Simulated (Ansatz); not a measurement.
Al₂O₃:
```
Al2O3
1.0
    4.83492    -2.75525     0.00000
    4.83492     2.75525     0.00000
    0.00000     0.00000     4.92958
Al O
4 6
Direct
  0.99259   0.67127   0.43170
  0.00741   0.32873   0.93170
  0.32873   0.00741   0.43170
  0.67127   0.99259   0.93170
  0.78098   0.21902   0.98915
  0.21902   0.78098   0.48915
  0.89871   0.65905   0.08759
  0.10129   0.34095   0.58759
  0.34095   0.10129   0.08759
  0.65905   0.89871   0.58759
```

x, y and z are the axes in which the lattice vectors are written.

**Question.** Give the proper piezoelectric stress tensor with relaxed ions from r²SCAN (plane waves, PAW; program Ansatz).

**Answer.** In C/m², rows x, y, z, Voigt columns; mesh uncertainty up to 0.00.
```
 0.00   0.00   0.00   0.00   0.24   0.00
 0.00   0.00   0.00   0.37   0.00   0.00
 0.62   0.42  -0.05   0.00   0.00   0.00
```

The elastic tensor of the same run (GPa):

|  | 1 | 2 | 3 | 4 | 5 | 6 |
|---|---|---|---|---|---|---|
| 1 | 235 | 72.5 | 50.4 | 0.0 | 0.0 | 0.0 |
| 2 | 72.5 | 142 | 35.7 | 0.0 | 0.0 | 0.0 |
| 3 | 50.4 | 35.7 | 172 | 0.0 | 0.0 | 0.0 |
| 4 | 0.0 | 0.0 | 0.0 | 67.2 | 0.0 | 0.0 |
| 5 | 0.0 | 0.0 | 0.0 | 0.0 | 26.3 | 0.0 |
| 6 | 0.0 | 0.0 | 0.0 | 0.0 | 0.0 | 36.2 |

**Question.** Convert to strain constants d = e·S.

**Answer.** In pC/N:
```
 0.0   0.0   0.0   0.0   9.1   0.0
 0.0   0.0   0.0   5.5   0.0   0.0
 2.3   2.1  -1.4   0.0   0.0   0.0
```

Space group Cmc2_1. The workflow started from a Materials Project entry (that database holds measured and hypothetical structures alike); the Crystallography Open Database copy checked does not list it. It is not the phase usual at ambient conditions (space group No. 167). The cell was relaxed with r²SCAN under the symmetry of its start; its stability against distortions is not shown here. Signs of piezoelectric constants follow the polarity of the cell as given.

Potentials: the later of the program's two PAW sets.
